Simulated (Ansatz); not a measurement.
The following input was run with Ansatz 0.2.0.

```yaml
crystal:
  lattice:
    - [2.8051687724, 1.6195649459, 4.9247496334]
    - [-2.8051687724, 1.6195649459, 4.9247496334]
    - [0.0, -3.2391298917, 4.9247496334]
  atoms:
    - { symbol: Li, position: [0.49343, 0.725532, 0.123747] }
    - { symbol: Li, position: [0.235601, 0.931483, 0.489276] }
    - { symbol: Li, position: [0.931483, 0.489276, 0.235601] }
    - { symbol: Li, position: [0.654626, 0.654626, 0.654626] }
    - { symbol: Li, position: [0.123747, 0.49343, 0.725532] }
    - { symbol: Li, position: [0.725532, 0.123747, 0.49343] }
    - { symbol: Li, position: [0.489276, 0.235601, 0.931483] }
    - { symbol: Nb, position: [0.000212, 0.000212, 0.000212] }
    - { symbol: O, position: [0.639337, 0.884243, 0.230797] }
    - { symbol: O, position: [0.071598, 0.795317, 0.375719] }
    - { symbol: O, position: [0.795317, 0.375719, 0.071598] }
    - { symbol: O, position: [0.230797, 0.639337, 0.884243] }
    - { symbol: O, position: [0.884243, 0.230797, 0.639337] }
    - { symbol: O, position: [0.375719, 0.071598, 0.795317] }
basis:
  ecutwfc: 420
kpoints:
  mp_grid: { grid: [6, 6, 6] }
hamiltonian:
  xc: pbesol
scf:
  occupations: { method: gaussian, width: 0.02 }
output:
  forces: true
  stress: true
  eigenvalues: true
relax:
  adjacent_minimum: "off"
  f_tol: 0.005
  max_steps: 80
  cell: { stress_tol: 0.05 }
```

Command:
```bash
ansatz run input.yaml --threads 4 --pin off --max-ram 10240MiB --backend cpu --events-out ev --progress --plain --runs-dir out
```

Level of theory: DFT PBEsol, scalar-relativistic, plane waves, PAW in Ansatz.

Part of what the program printed, abridged:

```
Pseudopotentials: kind: paw
Pseudopotential: Li, paw, valence charge 3, recommended cutoff 420 eV (normal)
Pseudopotential: Nb, paw, valence charge 13, recommended cutoff 420 eV (normal)
Pseudopotential: O, paw, valence charge 6, recommended cutoff 420 eV (normal)
Functional definition: PBEsol
Crystal: 14 atoms, lattice volume = 134.243 Å³
Basis set: ecut = 420 eV, 2645 PW (Γ), exchange–correlation on 80×80×80 points (8 copies of the dense FFT grid, shifted against one another)
Bands: 49, of which v1, the nominal top of the filled ones, is band 35 counted from 1 (34 counted from 0)
Symmetry: 3 space group operations
Space group: R3 (ITA 146), of the structure as read, at distance tolerance 5.1e-5 Å
k-points: 40 of 216 (time reversal used)
Initial density: superposition of atomic densities (neutral atoms: chi_scale 0, normalization atom), corrected by the library's trained network
Initial wavefunctions: pseudopotential atomic-orbital guess
Functional: x = pbesol(κ = 0.804, μ = 0.12345679), c = pbesol(β = 0.046)
SCF iter   1: F=—  HF=-9296.721654 eV  |F-HF|=—  |Δ(HF+E_count)|=         —  Δρ=1.44e-2  dr2=2.45e-1  ethr=1.77e-3  ⟨swp⟩=6.2  Hψ=8013  notcnv=0  defer=57
SCF iter   2: F=—  HF=-9296.669073 eV  |F-HF|=—  |Δ(HF+E_count)|=   5.26e-2  Δρ=4.79e-3  dr2=3.14e-2  ethr=3.50e-4  ⟨swp⟩=2.0  Hψ=3118  notcnv=0  defer=289
SCF iter   3: F=—  HF=-9296.662703 eV  |F-HF|=—  |Δ(HF+E_count)|=   6.37e-3  Δρ=1.26e-3  dr2=1.56e-3  ethr=4.48e-5  ⟨swp⟩=2.0  Hψ=2644  notcnv=0  defer=289
SCF iter   4: F=—  HF=-9296.662394 eV  |F-HF|=—  |Δ(HF+E_count)|=   3.10e-4  Δρ=3.55e-4  dr2=1.27e-4  ethr=2.23e-6  ⟨swp⟩=2.4  Hψ=2849  notcnv=0  defer=289
SCF iter   5: F=—  HF=-9296.662429 eV  |F-HF|=—  |Δ(HF+E_count)|=   3.51e-5  Δρ=1.64e-4  dr2=3.14e-5  ethr=1.81e-7  ⟨swp⟩=2.0  Hψ=2374  notcnv=0  defer=289
SCF iter   6: F=—  HF=-9296.662557 eV  |F-HF|=—  |Δ(HF+E_count)|=   1.29e-4  Δρ=6.18e-5  dr2=4.37e-6  ethr=4.49e-8  ⟨swp⟩=2.1  Hψ=2603  notcnv=0  defer=289
SCF iter   7: F=—  HF=-9296.662558 eV  |F-HF|=—  |Δ(HF+E_count)|=   5.45e-7  Δρ=1.49e-5  dr2=3.05e-7  ethr=6.24e-9  ⟨swp⟩=2.0  Hψ=2304  notcnv=0  defer=289
SCF iter   8: F=-9296.662558 eV  HF=-9296.662558 eV  |F-HF|=3.79e-9  |Δ(HF+E_count)|=   2.09e-7  Δρ=2.43e-6  dr2=1.11e-8  ethr=1.43e-10  ⟨swp⟩=11.0  Hψ=8472  notcnv=0
SCF 1 converged in 8 iterations: F = -9296.662558 eV  dr2 = 1.11e-8
relax step   1: F+E_penalty+E_count = -9296.66255813 eV  Δ(F+E_penalty+E_count) = +0.000e0 eV  max|allowed force component| = 4.849e-1 eV/Å  Δτ_max = 0.0000 Å  P = -6.026 GPa  Ω = 134.243 Å³  (8 SCF iters, dr2 threshold 1.00e-7 eV, accepted)
Crystal: 14 atoms, lattice volume = 130.337 Å³
Basis set: ecut = 420 eV, 2555 PW (Γ), exchange–correlation on 80×80×80 points (8 copies of the dense FFT grid, shifted against one another)
Initial density: handed on by an earlier stage of this run
Initial wavefunctions: those handed on with the density
SCF iter   1: F=—  HF=-9296.787002 eV  |F-HF|=—  |Δ(HF+E_count)|=         —  Δρ=4.67e-3  dr2=2.04e-2  ethr=2.94e-5  ⟨swp⟩=3.8  Hψ=8066  notcnv=0
SCF iter   2: F=—  HF=-9296.782638 eV  |F-HF|=—  |Δ(HF+E_count)|=   4.36e-3  Δρ=1.71e-3  dr2=2.93e-3  ethr=2.91e-5  ⟨swp⟩=2.1  Hψ=3242  notcnv=0
SCF iter   3: F=—  HF=-9296.782355 eV  |F-HF|=—  |Δ(HF+E_count)|=   2.83e-4  Δρ=8.15e-4  dr2=6.80e-4  ethr=4.19e-6  ⟨swp⟩=2.7  Hψ=3441  notcnv=0
SCF iter   4: F=—  HF=-9296.782489 eV  |F-HF|=—  |Δ(HF+E_count)|=   1.35e-4  Δρ=2.33e-4  dr2=9.28e-5  ethr=9.71e-7  ⟨swp⟩=2.0  Hψ=2920  notcnv=0
SCF iter   5: F=—  HF=-9296.782529 eV  |F-HF|=—  |Δ(HF+E_count)|=   3.91e-5  Δρ=7.38e-5  dr2=9.37e-6  ethr=1.33e-7  ⟨swp⟩=2.2  Hψ=2643  notcnv=0
SCF iter   6: F=—  HF=-9296.782537 eV  |F-HF|=—  |Δ(HF+E_count)|=   8.36e-6  Δρ=9.20e-5  dr2=9.68e-6  ethr=2.00e-9  ⟨swp⟩=7.5  Hψ=8828  notcnv=0
SCF iter   7: F=-9296.782536 eV  HF=-9296.782536 eV  |F-HF|=1.76e-7  |Δ(HF+E_count)|=   1.27e-6  Δρ=1.25e-5  dr2=1.89e-7  ethr=2.00e-9  ⟨swp⟩=3.1  Hψ=6479  notcnv=0
SCF 2 converged in 7 iterations: F = -9296.782536 eV  dr2 = 1.89e-7
relax step   2: F+E_penalty+E_count = -9296.78253579 eV  Δ(F+E_penalty+E_count) = -1.200e-1 eV  max|allowed force component| = 1.711e-1 eV/Å  Δτ_max = 0.0164 Å  P = -1.352 GPa  Ω = 130.337 Å³  energy of the carried Pulay correction = +1.407e-2 eV  (7 SCF iters, dr2 threshold 1.40e-6 eV, accepted)
Crystal: 14 atoms, lattice volume = 128.477 Å³
Basis set: ecut = 420 eV, 2531 PW (Γ), exchange–correlation on 80×80×80 points (8 copies of the dense FFT grid, shifted against one another)
SCF iter   1: F=—  HF=-9296.810963 eV  |F-HF|=—  |Δ(HF+E_count)|=         —  Δρ=2.26e-3  dr2=9.98e-3  ethr=1.42e-5  ⟨swp⟩=3.0  Hψ=8115  notcnv=0
SCF iter   2: F=—  HF=-9296.809136 eV  |F-HF|=—  |Δ(HF+E_count)|=   1.83e-3  Δρ=1.11e-3  dr2=1.45e-3  ethr=1.42e-5  ⟨swp⟩=2.0  Hψ=3041  notcnv=0
SCF iter   3: F=—  HF=-9296.808879 eV  |F-HF|=—  |Δ(HF+E_count)|=   2.57e-4  Δρ=5.09e-4  dr2=4.58e-4  ethr=2.07e-6  ⟨swp⟩=2.8  Hψ=3078  notcnv=0
SCF iter   4: F=—  HF=-9296.808907 eV  |F-HF|=—  |Δ(HF+E_count)|=   2.78e-5  Δρ=9.13e-5  dr2=1.64e-5  ethr=6.55e-7  ⟨swp⟩=2.0  Hψ=2555  notcnv=0
SCF iter   5: F=—  HF=-9296.808911 eV  |F-HF|=—  |Δ(HF+E_count)|=   4.29e-6  Δρ=4.31e-5  dr2=3.02e-6  ethr=2.35e-8  ⟨swp⟩=2.5  Hψ=2712  notcnv=0
SCF iter   6: F=—  HF=-9296.808913 eV  |F-HF|=—  |Δ(HF+E_count)|=   1.34e-6  Δρ=3.87e-5  dr2=1.74e-6  ethr=2.00e-9  ⟨swp⟩=6.7  Hψ=8103  notcnv=0
SCF iter   7: F=-9296.808913 eV  HF=-9296.808913 eV  |F-HF|=7.73e-8  |Δ(HF+E_count)|=   1.56e-7  Δρ=8.39e-6  dr2=9.73e-8  ethr=2.00e-9  ⟨swp⟩=5.0  Hψ=6271  notcnv=0
SCF 3 converged in 7 iterations: F = -9296.808913 eV  dr2 = 9.73e-8
relax step   3: F+E_penalty+E_count = -9296.80891274 eV  Δ(F+E_penalty+E_count) = -2.638e-2 eV  max|allowed force component| = 5.179e-2 eV/Å  Δτ_max = 0.0145 Å  P = -0.130 GPa  Ω = 128.477 Å³  energy of the carried Pulay correction = +2.092e-2 eV  (7 SCF iters, dr2 threshold 1.40e-6 eV, accepted)
Crystal: 14 atoms, lattice volume = 128.065 Å³
Basis set: ecut = 420 eV, 2501 PW (Γ), exchange–correlation on 80×80×80 points (8 copies of the dense FFT grid, shifted against one another)
SCF iter   1: F=—  HF=-9296.813056 eV  |F-HF|=—  |Δ(HF+E_count)|=         —  Δρ=9.74e-4  dr2=2.11e-3  ethr=3.03e-6  ⟨swp⟩=2.8  Hψ=7502  notcnv=0
SCF iter   2: F=—  HF=-9296.812680 eV  |F-HF|=—  |Δ(HF+E_count)|=   3.76e-4  Δρ=5.16e-4  dr2=3.85e-4  ethr=3.01e-6  ⟨swp⟩=2.3  Hψ=2531  notcnv=0
SCF iter   3: F=—  HF=-9296.812607 eV  |F-HF|=—  |Δ(HF+E_count)|=   7.33e-5  Δρ=2.52e-4  dr2=1.15e-4  ethr=5.50e-7  ⟨swp⟩=2.0  Hψ=2601  notcnv=0
SCF iter   4: F=—  HF=-9296.812692 eV  |F-HF|=—  |Δ(HF+E_count)|=   8.58e-5  Δρ=4.98e-5  dr2=4.55e-6  ethr=1.65e-7  ⟨swp⟩=2.0  Hψ=2501  notcnv=0
SCF iter   5: F=—  HF=-9296.812692 eV  |F-HF|=—  |Δ(HF+E_count)|=   4.33e-7  Δρ=2.01e-5  dr2=6.17e-7  ethr=6.51e-9  ⟨swp⟩=2.4  Hψ=2932  notcnv=0
SCF iter   6: F=—  HF=-9296.812692 eV  |F-HF|=—  |Δ(HF+E_count)|=   2.61e-7  Δρ=1.65e-5  dr2=3.10e-7  ethr=2.39e-10  ⟨swp⟩=6.2  Hψ=7533  notcnv=0
SCF iter   7: F=-9296.812692 eV  HF=-9296.812692 eV  |F-HF|=1.54e-8  |Δ(HF+E_count)|=   4.09e-8  Δρ=4.03e-6  dr2=2.04e-8  ethr=2.39e-10  ⟨swp⟩=4.5  Hψ=5691  notcnv=0
SCF 4 converged in 7 iterations: F = -9296.812692 eV  dr2 = 2.04e-8
relax step   4: F+E_penalty+E_count = -9296.81269229 eV  Δ(F+E_penalty+E_count) = -3.780e-3 eV  max|allowed force component| = 2.982e-2 eV/Å  Δτ_max = 0.0084 Å  P = +0.060 GPa  Ω = 128.065 Å³  energy of the carried Pulay correction = +2.245e-2 eV  (7 SCF iters, dr2 threshold 1.68e-7 eV, accepted)
Crystal: 14 atoms, lattice volume = 128.129 Å³
SCF iter   1: F=—  HF=-9296.812749 eV  |F-HF|=—  |Δ(HF+E_count)|=         —  Δρ=4.66e-4  dr2=3.21e-4  ethr=4.49e-7  ⟨swp⟩=2.3  Hψ=7270  notcnv=0
SCF iter   2: F=—  HF=-9296.812697 eV  |F-HF|=—  |Δ(HF+E_count)|=   5.21e-5  Δρ=2.43e-4  dr2=8.17e-5  ethr=4.49e-7  ⟨swp⟩=2.0  Hψ=2680  notcnv=0
SCF iter   3: F=—  HF=-9296.812794 eV  |F-HF|=—  |Δ(HF+E_count)|=   9.71e-5  Δρ=1.50e-4  dr2=2.94e-5  ethr=1.17e-7  ⟨swp⟩=2.0  Hψ=2674  notcnv=0
SCF iter   4: F=—  HF=-9296.812787 eV  |F-HF|=—  |Δ(HF+E_count)|=   7.05e-6  Δρ=2.24e-5  dr2=6.97e-7  ethr=4.19e-8  ⟨swp⟩=2.0  Hψ=2519  notcnv=0
SCF iter   5: F=—  HF=-9296.812787 eV  |F-HF|=—  |Δ(HF+E_count)|=   3.92e-8  Δρ=9.13e-6  dr2=8.72e-8  ethr=9.95e-10  ⟨swp⟩=2.4  Hψ=3341  notcnv=0
SCF iter   6: F=-9296.812787 eV  HF=-9296.812787 eV  |F-HF|=3.32e-8  |Δ(HF+E_count)|=   3.89e-8  Δρ=6.27e-6  dr2=4.53e-8  ethr=7.94e-11  ⟨swp⟩=5.6  Hψ=6571  notcnv=0
SCF 5 converged in 6 iterations: F = -9296.812787 eV  dr2 = 4.53e-8
relax step   5: F+E_penalty+E_count = -9296.81278691 eV  Δ(F+E_penalty+E_count) = -9.461e-5 eV  max|allowed force component| = 6.955e-3 eV/Å  Δτ_max = 0.0042 Å  P = +0.036 GPa  Ω = 128.129 Å³  energy of the carried Pulay correction = +2.221e-2 eV  (6 SCF iters, dr2 threshold 5.56e-8 eV, accepted)
Crystal: 14 atoms, lattice volume = 128.185 Å³
SCF iter   1: F=—  HF=-9296.812521 eV  |F-HF|=—  |Δ(HF+E_count)|=         —  Δρ=1.32e-4  dr2=1.91e-5  ethr=2.70e-8  ⟨swp⟩=2.0  Hψ=7193  notcnv=0
SCF iter   2: F=—  HF=-9296.812626 eV  |F-HF|=—  |Δ(HF+E_count)|=   1.05e-4  Δρ=7.07e-5  dr2=5.01e-6  ethr=2.70e-8  ⟨swp⟩=2.1  Hψ=2686  notcnv=0
SCF iter   3: F=—  HF=-9296.812629 eV  |F-HF|=—  |Δ(HF+E_count)|=   2.34e-6  Δρ=3.82e-5  dr2=1.79e-6  ethr=7.16e-9  ⟨swp⟩=2.1  Hψ=2575  notcnv=0
SCF iter   4: F=—  HF=-9296.812628 eV  |F-HF|=—  |Δ(HF+E_count)|=   2.89e-7  Δρ=6.13e-6  dr2=4.10e-8  ethr=2.56e-9  ⟨swp⟩=2.0  Hψ=2493  notcnv=0
SCF iter   5: F=-9296.812628 eV  HF=-9296.812628 eV  |F-HF|=1.29e-9  |Δ(HF+E_count)|=   1.69e-8  Δρ=2.55e-6  dr2=7.33e-9  ethr=1.14e-11  ⟨swp⟩=4.6  Hψ=6081  notcnv=0
SCF 6 converged in 5 iterations: F = -9296.812628 eV  dr2 = 7.33e-9
relax step   6: F+E_penalty+E_count = -9296.81262833 eV  Δ(F+E_penalty+E_count) = +1.586e-4 eV  max|allowed force component| = 4.963e-3 eV/Å  Δτ_max = 0.0016 Å  P = +0.003 GPa  Ω = 128.185 Å³  energy of the carried Pulay correction = +2.200e-2 eV  (5 SCF iters, dr2 threshold 7.99e-9 eV, accepted)
Initial wavefunctions: pseudopotential atomic-orbital guess (no wavefunctions were taken with the density)
SCF iter   1: F=—  HF=-9296.795281 eV  |F-HF|=—  |Δ(HF+E_count)|=         —  Δρ=3.39e-4  dr2=2.14e-5  ethr=1.01e-7  ⟨swp⟩=3.8  Hψ=13415  notcnv=0
SCF iter   2: F=—  HF=-9296.795409 eV  |F-HF|=—  |Δ(HF+E_count)|=   1.28e-4  Δρ=1.63e-4  dr2=7.06e-6  ethr=3.06e-8  ⟨swp⟩=2.0  Hψ=2913  notcnv=0
SCF iter   3: F=—  HF=-9296.795416 eV  |F-HF|=—  |Δ(HF+E_count)|=   6.76e-6  Δρ=7.20e-5  dr2=1.05e-6  ethr=1.01e-8  ⟨swp⟩=2.1  Hψ=2689  notcnv=0
SCF iter   4: F=—  HF=-9296.795417 eV  |F-HF|=—  |Δ(HF+E_count)|=   9.48e-7  Δρ=5.89e-6  dr2=1.70e-8  ethr=1.50e-9  ⟨swp⟩=2.0  Hψ=2914  notcnv=0
SCF iter   5: F=—  HF=-9296.795417 eV  |F-HF|=—  |Δ(HF+E_count)|=   1.06e-8  Δρ=1.03e-6  dr2=6.12e-10  ethr=2.43e-11  ⟨swp⟩=2.5  Hψ=3363  notcnv=0
SCF iter   6: F=—  HF=-9296.795417 eV  |F-HF|=—  |Δ(HF+E_count)|=  6.15e-10  Δρ=7.06e-7  dr2=5.21e-10  ethr=1.00e-12  ⟨swp⟩=4.6  Hψ=6284  notcnv=0
SCF iter   7: F=-9296.795417 eV  HF=-9296.795417 eV  |F-HF|=0.00e0  |Δ(HF+E_count)|=  7.28e-11  Δρ=7.15e-8  dr2=8.57e-12  ethr=1.00e-12  ⟨swp⟩=2.5  Hψ=6308  notcnv=0
SCF 7 converged in 7 iterations: F = -9296.795417 eV  dr2 = 8.57e-12
Crystal: 14 atoms, lattice volume = 127.906 Å³
SCF iter   1: F=—  HF=-9296.796593 eV  |F-HF|=—  |Δ(HF+E_count)|=         —  Δρ=3.02e-4  dr2=1.42e-4  ethr=2.32e-7  ⟨swp⟩=2.2  Hψ=7135  notcnv=0
SCF iter   2: F=—  HF=-9296.796679 eV  |F-HF|=—  |Δ(HF+E_count)|=   8.55e-5  Δρ=1.40e-4  dr2=2.33e-5  ethr=2.03e-7  ⟨swp⟩=2.0  Hψ=2492  notcnv=0
SCF iter   3: F=—  HF=-9296.796675 eV  |F-HF|=—  |Δ(HF+E_count)|=   3.42e-6  Δρ=6.63e-5  dr2=7.42e-6  ethr=3.32e-8  ⟨swp⟩=2.4  Hψ=3060  notcnv=0
SCF iter   4: F=—  HF=-9296.796675 eV  |F-HF|=—  |Δ(HF+E_count)|=   8.86e-7  Δρ=1.16e-5  dr2=2.27e-7  ethr=1.06e-8  ⟨swp⟩=2.0  Hψ=2642  notcnv=0
SCF iter   5: F=-9296.796675 eV  HF=-9296.796675 eV  |F-HF|=5.49e-8  |Δ(HF+E_count)|=   1.46e-7  Δρ=8.63e-6  dr2=8.70e-8  ethr=2.11e-10  ⟨swp⟩=6.2  Hψ=7387  notcnv=0
SCF 8 converged in 5 iterations: F = -9296.796675 eV  dr2 = 8.70e-8
relax step   8: F+E_penalty+E_count = -9296.79667469 eV  Δ(F+E_penalty+E_count) = -1.258e-3 eV  max|allowed force component| = 2.523e-3 eV/Å  Δτ_max = 0.0016 Å  P = -0.007 GPa  Ω = 127.906 Å³  energy of the carried Pulay correction = +1.039e-3 eV  (5 SCF iters, dr2 threshold 1.48e-7 eV, accepted)
SCF iter   1: F=—  HF=-9296.795334 eV  |F-HF|=—  |Δ(HF+E_count)|=         —  Δρ=2.36e-5  dr2=1.78e-7  ethr=7.93e-8  ⟨swp⟩=3.8  Hψ=13467  notcnv=0
SCF iter   2: F=—  HF=-9296.795443 eV  |F-HF|=—  |Δ(HF+E_count)|=   1.09e-4  Δρ=1.11e-5  dr2=4.77e-8  ethr=2.54e-10  ⟨swp⟩=2.0  Hψ=3330  notcnv=0
SCF iter   3: F=—  HF=-9296.795443 eV  |F-HF|=—  |Δ(HF+E_count)|=   2.62e-8  Δρ=5.55e-6  dr2=1.02e-8  ethr=6.82e-11  ⟨swp⟩=2.2  Hψ=2474  notcnv=0
SCF iter   4: F=—  HF=-9296.795443 eV  |F-HF|=—  |Δ(HF+E_count)|=   1.19e-8  Δρ=5.40e-7  dr2=6.87e-10  ethr=1.45e-11  ⟨swp⟩=2.0  Hψ=2679  notcnv=0
SCF iter   5: F=—  HF=-9296.795443 eV  |F-HF|=—  |Δ(HF+E_count)|=  5.77e-10  Δρ=3.34e-7  dr2=2.40e-10  ethr=1.00e-12  ⟨swp⟩=5.0  Hψ=6335  notcnv=0
SCF iter   6: F=—  HF=-9296.795443 eV  |F-HF|=—  |Δ(HF+E_count)|=  3.11e-10  Δρ=3.94e-7  dr2=2.07e-10  ethr=1.00e-12  ⟨swp⟩=4.0  Hψ=5640  notcnv=0
SCF iter   7: F=-9296.795443 eV  HF=-9296.795443 eV  |F-HF|=1.82e-12  |Δ(HF+E_count)|=  2.55e-11  Δρ=4.56e-8  dr2=1.25e-12  ethr=1.00e-12  ⟨swp⟩=3.0  Hψ=6149  notcnv=0
SCF 9 converged in 7 iterations: F = -9296.795443 eV  dr2 = 1.25e-12
SCF converged after 7 iterations
Free energy (F): -9296.795443 eV
Harris-Foulkes:  -9296.795443 eV  (|F-HF|=1.82e-12)
Internal energy: -9296.795443 eV  (E = F + TS)
E sigma→0 (E₀):  -9296.795443 eV
Fermi energy:    6.575787 eV
--- Per-component energies (eV) ---
  E_band       = -805.407012
  E_kinetic    = 1609.706763
  E_local      = -4202.774932  (includes V_loc(G=0)·N_el)
  E_nonlocal   = 174.460414
  E_hartree    = 1448.121603
  E_xc         = -693.684074
  E_vxc        = -880.128455  (∫ρ·V_xc dr)
  E_paw        = -4067.642570  (= ΣΔE_a)
  E_vpaw       = -402.928787  (= ΣTr[D̂ρ^β])
  E_aug_tail   = 0.014806  (compensation charges beyond the density's cutoff)
  E_ewald      = -3565.397890
  E_core_change = 0.400436  (= ΣΔE_core)
  E_smearing   =  0.000000  (= −TS)
--- Forces (eV/Å), atoms counted from 1 ---
  atom   1  Li    -0.00047448     0.00252234    -0.00114458
  atom   2  Li     0.00104733     0.00111158    -0.00012372
  atom   3  Li     0.00043899    -0.00146280    -0.00012372
  atom   4  Li     0.00000000     0.00000000     0.00159967
  atom   5  Li    -0.00194716    -0.00167208    -0.00114458
  atom   6  Li     0.00242165    -0.00085025    -0.00114458
  atom   7  Li    -0.00148632     0.00035122    -0.00012372
  atom   8  Nb     0.00000000     0.00000000     0.00099121
  atom   9  O     -0.00072376    -0.00008234    -0.00001668
  atom  10  O     -0.00147028    -0.00155717     0.00042158
  atom  11  O     -0.00061340     0.00205189     0.00042158
  atom  12  O      0.00043319    -0.00058562    -0.00001668
  atom  13  O      0.00029057     0.00066796    -0.00001668
  atom  14  O      0.00208369    -0.00049472     0.00042158
--- Stress (GPa, compression-positive) ---
       -0.015546      -0.000001       0.000000
        0.000001      -0.015546       0.000000
        0.000000       0.000000      -0.013757
  P = ⅓ Tr σ = -0.0149 GPa (-0.149 kbar)
--- Band table (eV; the first three rows and the last of 40) ---
  k-point 0: bands = ["-49.4266", "-37.8233", "-37.4532", "-37.4028", "-37.4028", "-37.2706", "-37.2706", "-37.2677", "-25.6679", "-25.6512", "-25.6512", "-11.6166", "-11.2183", "-11.2183", "-10.6129", "-10.6129", "-10.5595", "0.7096", "1.2258", "1.2258", "1.4631", "1.6131", "1.6131", "2.1689", "2.8154", "2.8154", "3.0293", "3.1781", "3.9927", "3.9927", "4.2489", "4.2489", "4.4117", "4.4117", "4.6673", "8.7311", "8.8502", "8.8502", "10.4369", "12.6511", "12.9751", "12.9751", "13.1519", "14.6097", "14.9360", "15.0262", "15.0262", "15.7958", "15.7958"]
  k-point 1: bands = ["-49.4266", "-37.8231", "-37.4504", "-37.4055", "-37.4041", "-37.2710", "-37.2704", "-37.2666", "-25.6679", "-25.6512", "-25.6511", "-11.5913", "-11.2195", "-11.1998", "-10.6511", "-10.6218", "-10.5642", "0.8085", "1.1868", "1.2731", "1.4703", "1.5417", "1.6163", "2.2984", "2.6182", "2.9195", "3.1940", "3.3817", "3.8077", "3.9591", "4.0779", "4.1901", "4.3819", "4.4069", "4.6053", "8.7540", "8.7923", "8.8747", "10.6757", "12.3396", "12.5709", "12.9819", "13.4883", "14.4278", "14.9109", "15.0093", "15.1113", "15.9822", "16.3061"]
  k-point 2: bands = ["-49.4266", "-37.8228", "-37.4432", "-37.4126", "-37.4063", "-37.2712", "-37.2700", "-37.2651", "-25.6681", "-25.6513", "-25.6511", "-11.5360", "-11.2194", "-11.1566", "-10.7378", "-10.6488", "-10.5672", "0.9894", "1.1642", "1.3675", "1.3975", "1.5668", "1.8246", "2.1547", "2.5900", "2.9935", "3.3486", "3.4501", "3.6638", "3.7435", "4.0150", "4.1881", "4.3170", "4.3659", "4.4950", "8.5864", "8.7938", "8.9586", "11.1486", "11.7958", "12.2371", "12.9527", "13.6087", "14.0985", "14.9470", "15.1525", "15.5159", "16.1037", "16.7476"]
  k-point 39: bands = ["-49.4266", "-37.8223", "-37.4556", "-37.4029", "-37.4029", "-37.2706", "-37.2706", "-37.2665", "-25.6672", "-25.6510", "-25.6510", "-11.4502", "-11.1860", "-11.1860", "-10.7853", "-10.6421", "-10.6421", "0.9150", "1.2861", "1.2861", "1.6586", "1.6586", "2.0625", "2.3538", "2.8540", "2.8540", "2.8684", "3.1440", "3.6065", "3.6344", "3.6344", "4.2321", "4.2321", "4.4196", "4.4196", "8.9580", "8.9815", "8.9815", "11.8977", "12.3100", "12.6645", "12.9871", "12.9871", "13.5086", "15.2534", "15.5271", "15.5271", "16.2053", "16.2053"]
--- Relaxed structure (7 steps of the walk, 7 accepted, 2 SCFs on fresh bases) ---
  F+E_penalty+E_count = -9296.79544275 eV   max|allowed force component| = 2.522e-3 eV/Å   (the final SCF, on the basis selected at the relaxed cell)
  cell:  # Å, volume = 127.9061 Å³
    - [2.76053806, 1.59379739, 4.84521658]
    - [-2.76053806, 1.59379739, 4.84521658]
    - [0.0, -3.18759479, 4.84521658]
  atoms:
    - { symbol: Li, position: [0.49621184, 0.72573706, 0.12158139] }
    - { symbol: Li, position: [0.23262048, 0.93114995, 0.49015398] }
    - { symbol: Li, position: [0.93114995, 0.49015398, 0.23262048] }
    - { symbol: Li, position: [0.65318782, 0.65318782, 0.65318782] }
    - { symbol: Li, position: [0.12158139, 0.49621184, 0.72573706] }
    - { symbol: Li, position: [0.72573706, 0.12158139, 0.49621184] }
    - { symbol: Li, position: [0.49015398, 0.23262048, 0.93114995] }
    - { symbol: Nb, position: [0.00078734, 0.00078734, 0.00078734] }
    - { symbol: O, position: [0.64038349, 0.88348553, 0.23187953] }
    - { symbol: O, position: [0.07095993, 0.79665085, 0.37612874] }
    - { symbol: O, position: [0.79665085, 0.37612874, 0.07095993] }
    - { symbol: O, position: [0.23187953, 0.64038349, 0.88348553] }
    - { symbol: O, position: [0.88348553, 0.23187953, 0.64038349] }
    - { symbol: O, position: [0.37612874, 0.07095993, 0.79665085] }
```

The relaxation met its thresholds.

The run took 120 s on 4 threads of AMD EPYC 7R43 64-Core Processor (Zen 3), on a shared host, peak memory 0.64 GiB.